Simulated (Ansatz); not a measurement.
SiC (zinc blende, F-43m), plane-wave PAW PBE (Ansatz code). The conduction-band minimum lies at X, with 3 equivalent valleys. Second derivatives d²E/dk² of the lowest band at one valley (eV·Å²), along Cartesian directions:

```json
[
 {"direction": "[100]", "d²E/dk²": "11.25"},
 {"direction": "[010]", "d²E/dk²": "33.38"},
 {"direction": "[001]", "d²E/dk²": "33.38"},
 {"direction": "[110]", "d²E/dk²": "22.32"},
 {"direction": "[101]", "d²E/dk²": "22.32"},
 {"direction": "[011]", "d²E/dk²": "33.34"}
]
```

Task: Find the principal effective masses, the density-of-states mass and the conductivity mass.

Result: Off-diagonal terms follow from H_xy = H[110] − (H_xx + H_yy)/2, and m*/mₑ = 7.620 eV·Å² over each eigenvalue: 0.23, 0.23, 0.68. One valley's DOS mass (m₁m₂m₃)^(1/3) = 0.33, conductivity mass 3/(Σ 1/mᵢ) = 0.29 mₑ.

Task: What effective density of states Nc follows at 300 K for parabolic valleys?

Result: Nc = 2.509e19 × 3 × (0.33)^(3/2) ≈ 1.4e19 cm⁻³.

Task: With the computed static dielectric constant 10.4 (mean of the diagonal), estimate a hydrogenic donor's binding energy and radius.

Result: E = 13.606 eV × 0.29/10.4² ≈ 36 meV; a = 0.529 Å × ε/m* ≈ 19 Å. Semilocal masses tend to be too small where the gap is.

Task: With ε∞ = 7.01 and ω_LO = 944 cm⁻¹, what Fröhlich coupling constant follows?

Result: α = (1/ε∞ − 1/ε0) √(m* × 13.606 eV/ħω_LO) = 0.27.

Symmetry was held in the PBE relaxation; phonons on a q-mesh show no instability.

Potentials: the later of the program's two PAW sets.
